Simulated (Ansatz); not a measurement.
The start is a randomly generated symmetric cell of TaN (space group No. 139). The structure is fully relaxed (lattice and positions, P = 0) with PBE (plane waves to 420 eV, PAW, scalar-relativistic; Ansatz, an electronic-structure program). First-step values are on the input's coarse k-mesh.

Ansatz input (later rounds restart from its end on a renewed k-mesh):
Ansatz 0.2 input:
```yaml
crystal:
  lattice:
    - [-2.0489549, 2.0489549, 5.1942588]
    - [2.0489549, -2.0489549, 5.1942588]
    - [2.0489549, 2.0489549, -5.1942588]
  atoms:
    - { symbol: N, position: [0.17911044, 0.17911044, 0] }
    - { symbol: N, position: [0.82088956, 0.82088956, 0] }
    - { symbol: N, position: [0.5, 0.5, 0] }
    - { symbol: Ta, position: [0.5, 0, 0.5] }
    - { symbol: Ta, position: [0, 0.5, 0.5] }
    - { symbol: Ta, position: [0, 0, 0] }
basis: { ecutwfc: 420, ecutrho_ratio: 4, xc_grid: 2, fft_grid_basis: typed }
kpoints: { mp_grid: { grid: [8, 8, 8] } }
hamiltonian:
  xc: pbe
  dispersion: none
  pseudopotentials: { azcp: { folder: ./paw }, kind: paw }
scf: { occupations: { method: fermi_dirac, width: 0.05 } }
relax: { f_tol: 0.01, max_steps: 100, cell: { stress_tol: 0.02 } }
output: { forces: true, stress: true }
```

How does the volume per atom move from start to end?

+6.6 %, from 14.54 to 15.49 Å³/atom.

How do the shortest distances between atoms change?

The closest pairs of elements (up to four, under 3.6 Å), start → end: N–N 3.25 → 1.77 Å; N–Ta 1.86 → 1.96 Å; Ta–Ta 2.05 → 2.49 Å.

Write out the relaxed structure.


```cif
data_N6Ta6
_chemical_formula_sum 'N6 Ta6'
_space_group_name_H-M_alt 'I4/mmm'
_space_group_IT_number 139
_space_group_name_Hall '-I 4 2'
_cell_length_a 4.98765
_cell_length_b 4.98765
_cell_length_c 7.47287
_cell_angle_alpha 90.000
_cell_angle_beta 90.000
_cell_angle_gamma 90.000
loop_
_atom_site_label
_atom_site_type_symbol
_atom_site_symmetry_multiplicity
_atom_site_Wyckoff_symbol
_atom_site_fract_x
_atom_site_fract_y
_atom_site_fract_z
_atom_site_occupancy
N1 N 4 e 0.00000 0.00000 0.26291 1
N2 N 2 b 0.00000 0.00000 0.50000 1
Ta1 Ta 4 c 0.00000 0.50000 0.00000 1
Ta2 Ta 2 a 0.00000 0.00000 0.00000 1
```
(The calculation used a cell of 6 atoms; values per cell refer to that cell.)

The space group stays I4/mmm (No. 139) (the run could not lower it), with 6 atoms in the primitive cell. Final values are on a 13×13×13 k-mesh of the relaxed cell. The start holds a very short contact (N–Ta 1.86 Å). No spin polarisation in the result.

The run could not lose the symmetry of its start: the end is stationary, and may be a saddle point rather than a minimum.

The relaxed structure here is a generated cell of TaN: the first start was made by a random draw of sites in a space group, and the end was not matched to a known phase here, so it may be hypothetical. Known forms of TaN include space group No. 225.
